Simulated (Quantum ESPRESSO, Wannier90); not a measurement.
**Wannierisation of TaSe2 (R-3m)**

Materials Project entry mp-567724; symmetrised, unrelaxed at this level. COD (Crystallography Open Database) has the formula in 5 space groups, this one among them (matched by group alone). Level: PBEsol, spinors with spin-orbit coupling; pw.x of Quantum ESPRESSO at 69 Ry with PseudoDojo potentials, 6×6×6 k-points, Wannier90. Density: 10×10×10 mesh, cold smearing 0.01 Ry. The cell is built of weakly bound layers, chains or molecules, whose nearest atoms lie 3.95 Å apart. Database cells relaxed without dispersion often hold them too far apart, which can enlarge gaps and weakens couplings between them; spacing and stacking were not compared with the measured crystal.

On the energy scale of pw.x, whose zero is arbitrary, the Fermi level lies at 10.79 eV.

Input w.win:

```
num_bands = 2
num_wann = 2
exclude_bands = 1-22,25-74
spinors = true
num_iter = 1000
conv_tol = 1.0e-6
conv_window = 4
write_hr = true
write_u_matrices = true
auto_projections = true
begin unit_cell_cart
ang
   -1.7544000137    3.0387099605    0.0000000000
   -3.5088000274    0.0000000000    0.0000000000
   -1.7544000137    1.0129033202    6.6456570000
end unit_cell_cart
begin atoms_frac
Ta   0.0000000000  0.0000000000  0.0000000000
Se  -0.2516300000 -0.2516300000 -0.2451100000
Se   0.2516300000  0.2516300000  0.2451100000
end atoms_frac
mp_grid = 6 6 6
begin kpoints
0.0000000000 0.0000000000 0.0000000000
0.0000000000 0.0000000000 0.1666666667
0.0000000000 0.0000000000 0.3333333333
... (213 more lines: the 6x6x6 mesh through Gamma)
end kpoints
```

Input of pw2wannier90.x that gives the overlap and projection files (equivalent; here they were cut from one run over all bands):

```
&inputpp
  outdir = './out'
  prefix = 'pwscf'
  seedname = 'w'
  write_amn = .true.
  write_mmn = .true.
  scdm_proj = .true.
  scdm_entanglement = 'isolated'
/
```

Output w.wout (banner and timings cut):

```
                                    ------
                                    SYSTEM
                                    ------

                              Lattice Vectors (Ang)
                    a_1    -1.754400   3.038710   0.000000
                    a_2    -3.508800   0.000000   0.000000
                    a_3    -1.754400   1.012903   6.645657

                   Unit Cell Volume:      70.85749  (Ang^3)

                        Reciprocal-Space Vectors (Ang^-1)
                    b_1     0.000000   2.067715  -0.315152
                    b_2    -1.790693  -1.033857  -0.315152
                    b_3     0.000000   0.000000   0.945457

 *----------------------------------------------------------------------------*
 |   Site       Fractional Coordinate          Cartesian Coordinate (Ang)     |
 +----------------------------------------------------------------------------+
 | ta   1   0.00000   0.00000   0.00000   |   -0.00000   0.00000   0.00000    |
 | se   1  -0.25163  -0.25163  -0.24511   |    1.75440  -1.01290  -1.62892    |
 | se   2   0.25163   0.25163   0.24511   |   -1.75440   1.01290   1.62892    |
 *----------------------------------------------------------------------------*
                                ------------
                                K-POINT GRID
                                ------------

             Grid size =  6 x  6 x  6      Total points =  216

 *---------------------------------- MAIN ------------------------------------*
 |  Number of Wannier Functions               :                 2             |
 |  Number of Objective Wannier Functions     :                 2             |
 |  Number of input Bloch states              :                 2             |
 |  Output verbosity (1=low, 5=high)          :                 1             |
 |  Timing Level (1=low, 5=high)              :                 1             |
 |  Optimisation (0=memory, 3=speed)          :                 3             |
 |  Length Unit                               :               Ang             |
 |  Post-processing setup (write *.nnkp)      :                 F             |
 |  Using Gamma-only branch of algorithms     :                 F             |
 *----------------------------------------------------------------------------*
 *------------------------------- WANNIERISE ---------------------------------*
 |  Total number of iterations                :              1000             |
 |  Number of CG steps before reset           :                 5             |
 |  Trial step length for line search         :             2.000             |
 |  Convergence tolerence                     :         0.100E-05             |
 |  Convergence window                        :                 4             |
 |  Iterations between writing output         :                 1             |
 |  Iterations between backing up to disk     :               100             |
 |  Write r^2_nm to file                      :                 F             |
 |  Write xyz WF centres to file              :                 F             |
 |  Write on-site energies <0n|H|0n> to file  :                 F             |
 |  Use guiding centre to control phases      :                 F             |
 |  Use phases for initial projections        :                 F             |
 *----------------------------------------------------------------------------*
 *-------------------------------- PLOTTING ----------------------------------*
 |  Plotting Hamiltonian in WF basis          :                 T             |
 *----------------------------------------------------------------------------*

       ... (k-mesh section left out)

 Starting a new Wannier90 calculation ...

 Reading overlaps from w.mmn

 Reading projections from w.amn

 *------------------------------- WANNIERISE ---------------------------------*
 +--------------------------------------------------------------------+<-- CONV
 | Iter  Delta Spread     RMS Gradient      Spread (Ang^2)            |<-- CONV
 +--------------------------------------------------------------------+<-- CONV

 ------------------------------------------------------------------------------
 Initial State
  WF centre and spread    1  (  0.000000, -0.000000,  0.000000 )     0.47391508
  WF centre and spread    2  ( -0.000000,  0.000000, -0.000000 )     0.47388753
  Sum of centres and spreads ( -0.000000,  0.000000,  0.000000 )     0.94780261

      0     0.948E+00     0.0000000000        0.9478026141  <-- CONV
        O_D=      0.0000276 O_OD=      0.0000056 O_TOT=      0.9478026 <-- SPRD
 ------------------------------------------------------------------------------
      1    -0.324E-04     0.0026214570        0.9477702116  <-- CONV
        O_D=      0.0000004 O_OD=      0.0000004 O_TOT=      0.9477702 <-- SPRD
      2    -0.636E-06     0.0013529488        0.9477695752  <-- CONV
        O_D=      0.0000001 O_OD=      0.0000001 O_TOT=      0.9477696 <-- SPRD
      3    -0.422E-07     0.0002951580        0.9477695330  <-- CONV
        O_D=      0.0000001 O_OD=      0.0000001 O_TOT=      0.9477695 <-- SPRD
      4    -0.789E-08     0.0001308233        0.9477695252  <-- CONV
        O_D=      0.0000001 O_OD=      0.0000001 O_TOT=      0.9477695 <-- SPRD
      5    -0.125E-08     0.0000478893        0.9477695239  <-- CONV
        O_D=      0.0000001 O_OD=      0.0000000 O_TOT=      0.9477695 <-- SPRD
             <<<     Delta < 1.000E-06  over  4 iterations     >>>
             <<< Wannierisation convergence criteria satisfied >>>
 Final State
  WF centre and spread    1  (  0.000000, -0.000000,  0.000000 )     0.47388476
  WF centre and spread    2  ( -0.000000,  0.000000, -0.000000 )     0.47388476
  Sum of centres and spreads ( -0.000000,  0.000000,  0.000000 )     0.94776952

         Spreads (Ang^2)       Omega I      =     0.947769409
        ================       Omega D      =     0.000000066
                               Omega OD     =     0.000000050
    Final Spread (Ang^2)       Omega Total  =     0.947769524
```
